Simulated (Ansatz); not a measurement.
Nb (fcc (Cu type), Fm-3m) at seven volumes, PBEsol in the plane-wave PAW code Ansatz, scaled uniformly. One row is withheld.

```json
[
 {"V (Å³/atom)": "16.499", "P (GPa)": "19.46"},
 {"V (Å³/atom)": "17.043", "P (GPa)": "12.06"},
 {"V (Å³/atom)": "17.587", "P (GPa)": "5.61"},
 {"V (Å³/atom)": "18.131", "P (GPa)": "0.00"},
 {"V (Å³/atom)": "18.675", "P (GPa)": "-4.88"},
 {"V (Å³/atom)": "19.218", "P (GPa)": "?"},
 {"V (Å³/atom)": "19.762", "P (GPa)": "-12.82"}
]
```

Problem. Fit the shown pressures and predict the withheld one.

Solution. Third-order Birch–Murnaghan: P = (3/2)B₀(x^(7/2) − x^(5/2))[1 + (3/4)(B′ − 4)(x − 1)] with x = (V₀/V)^(2/3). Least squares on the six rows gives V₀ = 18.131 Å³/atom, B₀ = 174.1 GPa, B′ = 3.61. At V = 19.218, x = 0.9619 and P = -9.12 GPa. The run itself gave -9.13 GPa.

The workflow started from an entry of the Crystallography Open Database (COD), which files this formula under 2 space groups. It is not the phase usual at ambient conditions (space group No. 229). The PBEsol relaxation kept the symmetry of its start. At this level the phase is mechanically unstable. No spin polarisation was allowed.

Potentials: the earlier of the program's two PAW sets. The files were generated under PBE; for other functionals the program regenerates the frozen cores, and for LDA and PBEsol the local potential too.
